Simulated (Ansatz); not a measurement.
**Does relaxation matter for the field gradients of SiC with arsenic replacing C?**

Start: a supercell of SiC (wurtzite type, P6_3mc) built from a COD entry, with all atoms left at the host's positions.

```
Si As C
1.0
     6.15200    0.00000    0.00000
    -4.61400    7.99168    0.00000
     0.00000    0.00000   10.09600
Si As C
24 1 23
Cartesian
  0.0000 1.7759 0.0000
  0.0000 1.7759 5.0480
  -1.5380 4.4398 0.0000
  -1.5380 4.4398 5.0480
  -3.0760 7.1037 0.0000
  -3.0760 7.1037 5.0480
  3.0760 1.7759 0.0000
  3.0760 1.7759 5.0480
  1.5380 4.4398 0.0000
  1.5380 4.4398 5.0480
  0.0000 7.1037 0.0000
  0.0000 7.1037 5.0480
  1.5380 0.8880 2.5240
  1.5380 0.8880 7.5720
  0.0000 3.5519 2.5240
  0.0000 3.5519 7.5720
  -1.5380 6.2158 2.5240
  -1.5380 6.2158 7.5720
  4.6140 0.8880 2.5240
  4.6140 0.8880 7.5720
  3.0760 3.5519 2.5240
  3.0760 3.5519 7.5720
  1.5380 6.2158 2.5240
  1.5380 6.2158 7.5720
  0.0000 1.7759 1.9435
  0.0000 1.7759 6.9915
  -1.5380 4.4398 1.9435
  -1.5380 4.4398 6.9915
  -3.0760 7.1037 1.9435
  -3.0760 7.1037 6.9915
  3.0760 1.7759 1.9435
  3.0760 1.7759 6.9915
  1.5380 4.4398 1.9435
  1.5380 4.4398 6.9915
  0.0000 7.1037 1.9435
  0.0000 7.1037 6.9915
  1.5380 0.8880 4.4675
  1.5380 0.8880 9.5155
  0.0000 3.5519 4.4675
  0.0000 3.5519 9.5155
  -1.5380 6.2158 4.4675
  -1.5380 6.2158 9.5155
  4.6140 0.8880 4.4675
  4.6140 0.8880 9.5155
  3.0760 3.5519 4.4675
  3.0760 3.5519 9.5155
  1.5380 6.2158 4.4675
  1.5380 6.2158 9.5155
```

Sites (sets of like atoms) are named by element and the number of their first atom in this list.

The numbers come from a DFT calculation in Ansatz (PBE, plane waves and PAW, scalar-relativistic, 420 eV cutoff, Γ-centred 4×3×2 k-points, Fermi–Dirac smearing 0.01 eV, cell charge +1).

The largest force at the start is 15 eV/Å. Relaxing the ions at fixed cell moves them by 0.347 Å at most (atom 1, Si) and 0.098 Å rms.

```json
{"site": "Si1", "atom": "1", "moved (Å)": "0.347", "first shell before": "3 C at 1.87 Å, 1 As at 1.94 Å", "first shell after": "3 C at 1.84–1.85 Å, 1 As at 2.21 Å", "V_zz before (10²¹ V/m²)": "0.58", "η before": "0.09"}
{"site": "Si4", "atom": "4", "moved (Å)": "0.058", "first shell before": "4 C at 1.87–1.94 Å", "first shell after": "4 C at 1.87–1.88 Å", "V_zz before (10²¹ V/m²)": "1.46", "η before": "0.23"}
{"site": "Si6", "atom": "6", "moved (Å)": "0.057", "first shell before": "4 C at 1.87–1.94 Å", "first shell after": "4 C at 1.87–1.88 Å", "V_zz before (10²¹ V/m²)": "1.47", "η before": "0.28"}
{"site": "Si8", "atom": "8", "moved (Å)": "0.065", "first shell before": "4 C at 1.87–1.94 Å", "first shell after": "4 C at 1.86–1.88 Å", "V_zz before (10²¹ V/m²)": "1.42", "η before": "0.23"}
{"site": "Si10", "atom": "10", "moved (Å)": "0.058", "first shell before": "4 C at 1.87–1.94 Å", "first shell after": "4 C at 1.88 Å", "V_zz before (10²¹ V/m²)": "1.46", "η before": "0.24"}
{"site": "Si11", "atom": "11", "moved (Å)": "0.016", "first shell before": "4 C at 1.87–1.94 Å", "first shell after": "4 C at 1.88–1.91 Å", "V_zz before (10²¹ V/m²)": "1.96", "η before": "0.17"}
{"site": "Si12", "atom": "12", "moved (Å)": "0.058", "first shell before": "4 C at 1.87–1.94 Å", "first shell after": "4 C at 1.87–1.88 Å", "V_zz before (10²¹ V/m²)": "1.48", "η before": "0.29"}
{"site": "Si13", "atom": "13", "moved (Å)": "0.263", "first shell before": "3 C at 1.87–1.94 Å, 1 As at 1.87 Å", "first shell after": "3 C at 1.84–1.86 Å, 1 As at 2.17 Å", "V_zz before (10²¹ V/m²)": "-2.04", "η before": "0.89"}
{"site": "Si14", "atom": "14", "moved (Å)": "0.039", "first shell before": "4 C at 1.87–1.94 Å", "first shell after": "4 C at 1.87–1.90 Å", "V_zz before (10²¹ V/m²)": "2.18", "η before": "0.03"}
{"site": "Si15", "atom": "15", "moved (Å)": "0.317", "first shell before": "1 As at 1.87 Å, 3 C at 1.87–1.94 Å", "first shell after": "3 C at 1.85–1.86 Å, 1 As at 2.19 Å", "V_zz before (10²¹ V/m²)": "1.99", "η before": "0.93"}
{"site": "Si16", "atom": "16", "moved (Å)": "0.043", "first shell before": "4 C at 1.87–1.94 Å", "first shell after": "4 C at 1.87–1.90 Å", "V_zz before (10²¹ V/m²)": "2.15", "η before": "0.04"}
{"site": "Si18", "atom": "18", "moved (Å)": "0.037", "first shell before": "4 C at 1.87–1.94 Å", "first shell after": "4 C at 1.87–1.89 Å", "V_zz before (10²¹ V/m²)": "1.86", "η before": "0.01"}
{"site": "Si19", "atom": "19", "moved (Å)": "0.272", "first shell before": "3 C at 1.87–1.94 Å, 1 As at 1.87 Å", "first shell after": "3 C at 1.85–1.86 Å, 1 As at 2.17 Å", "V_zz before (10²¹ V/m²)": "-2.02", "η before": "0.92"}
{"site": "Si20", "atom": "20", "moved (Å)": "0.040", "first shell before": "4 C at 1.87–1.94 Å", "first shell after": "4 C at 1.87–1.90 Å", "V_zz before (10²¹ V/m²)": "2.18", "η before": "0.03"}
{"site": "As", "atom": "25", "moved (Å)": "0.086", "first shell before": "4 Si at 1.87–1.94 Å", "first shell after": "4 Si at 2.17–2.21 Å", "V_zz before (10²¹ V/m²)": "2.77", "η before": "0.34"}
{"site": "C31", "atom": "31", "moved (Å)": "0.026", "first shell before": "4 Si at 1.87–1.94 Å", "first shell after": "4 Si at 1.84–1.91 Å", "V_zz before (10²¹ V/m²)": "0.55", "η before": "0.51"}
```

(1) How do the gradients change?

## Answers

(1) 

```
site  atom  V_zz after  η after  change of V_zz
 Si1     1        4.99     0.00           +4.41
 Si4     4       -0.36     0.92           -1.82
 Si6     6        0.42     0.90               –
 Si8     8        0.56     0.98               –
Si10    10        0.33     0.97               –
Si11    11        0.80     0.94           -1.16
Si12    12        0.47     0.68               –
Si13    13        2.44     0.14           +4.48
Si14    14       -0.92     0.22               –
Si15    15        3.25     0.05               –
Si16    16       -1.01     0.11               –
Si18    18        0.15     0.38           -1.71
Si19    19        2.44     0.11           +4.46
Si20    20       -0.92     0.23               –
  As    25       -1.84     0.61               –
 C31    31       -1.19     0.78           -1.74
```

The largest change of V_zz along a kept axis is on Si13, from -2.04 to 2.44. Where |V_zz| stays above 0.1 and the axes keep their order, η moves most on Si19, from 0.92 to 0.11. On Si4, Si21, C30, C34, C41, C47, C48 (not all in the table) V_xx and V_yy change places (or their axes turn by over 50°), so the two values of η hide a larger change. V_zz changes sign on Si13 (axis turned by 11°), Si19 (axis turned by 12°), Si4 (axis turned by 21°), C31 (same axis), Si21 (axis turned by 27°), C27 (axis turned by 26°), C33 (axis turned by 25°) (not all in the table). On As, Si14, Si20, Si16, Si15, Si12, Si6, Si10 and 12 more sites (not all in the table) the largest principal value lies along another axis in the second run, so the two V_zz can't be compared directly. The table leaves out 32 of the 48 sites, with |V_zz| up to 2.11; their tensors move by 1.57 at most along any direction. The statements above cover all sites. The host's own positions weren't relaxed first, so part of the change far from the defect can be the host's relaxation.

The defect repeats with the cell of 48 atoms, so it feels its images: sites between two images don't show the values beside a lone defect, and zeros or small values of η there can come from the images' arrangement. C and Si carry a gradient in the pure host already, so the values there aren't the defect's effect alone. A uniform background compensates the cell's charge.
Before: Forces reach 0.7 eV/Å even beyond 5.5 Å from the defect, so the host's positions may themselves be off equilibrium. The cell keeps the host's lattice, where the PBE pressure is 16 GPa (in a charged cell this depends on the convention for the mean potential). The neighbours have not yet relaxed around the defect (largest force 15 eV/Å), so the values at and beside it are those of a strained start, not of the defect in a real crystal.
After: The cell keeps the host's lattice, where the PBE pressure is 12 GPa (in a charged cell this depends on the convention for the mean potential).
